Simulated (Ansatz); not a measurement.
AgI:
```xyz
4
Lattice="4.2411 0.0000 0.0000 0.0000 4.2411 0.0000 0.0000 0.0000 6.3133" Properties=species:S:1:pos:R:3 pbc="T T T"
Ag     0.0000     0.0000     0.0000
Ag     2.1205     2.1205     0.0000
I      0.0000     2.1205     4.4479
I      2.1205     0.0000     1.8655
```

Relaxed with LDA. Special points in fractions of this cell's reciprocal vectors: Γ (0.000, 0.000, 0.000); X (0.000, 0.500, 0.000); M (0.500, 0.500, 0.000); Z (0.000, 0.000, 0.500); R (0.000, 0.500, 0.500); A (0.500, 0.500, 0.500).

Problem. List the band energies nearest the valence-band maximum at these points for DFT-LDA in the program Ansatz with PAW potentials.

Solution. In eV from the valence-band maximum; about four levels below and three above (degenerate sets whole), none deeper than 8.9 eV; points with the same levels are listed once.

```csv
k,below,above
Γ,-2.04 -2.04 -1.13 0.00 0.00,1.03 3.94 4.05
X,-1.87 -1.87 -0.75 -0.75,3.60 3.60 4.91 4.91
M,-2.25 -2.25 -2.04 -2.04,2.80 2.80 2.90 2.90
Z,-1.50 -1.50 -0.79 -0.79,2.98 3.83 4.49
R,-0.85 -0.85 -0.68 -0.68,2.10 2.10 5.92 5.92
A,-2.66 -2.66 -1.64 -1.64,4.50 4.50 4.57 4.57
```

Space group P4/nmm. The first step of the workflow began from a Materials Project structure, measured or hypothetical; the Crystallography Open Database copy checked does not list it. It is not the phase usual at ambient conditions (space group No. 186, 216). The cell was relaxed with LDA under the symmetry of its start; its stability against distortions is not shown here. The run is not spin-polarised. A crystal of weakly bound layers computed without a dispersion correction: the cell and the soft elastic constants depend strongly on that. Scalar-relativistic: spin–orbit coupling is off unless named, which matters more the heavier the elements.

Potentials: the later of the program's two PAW sets.
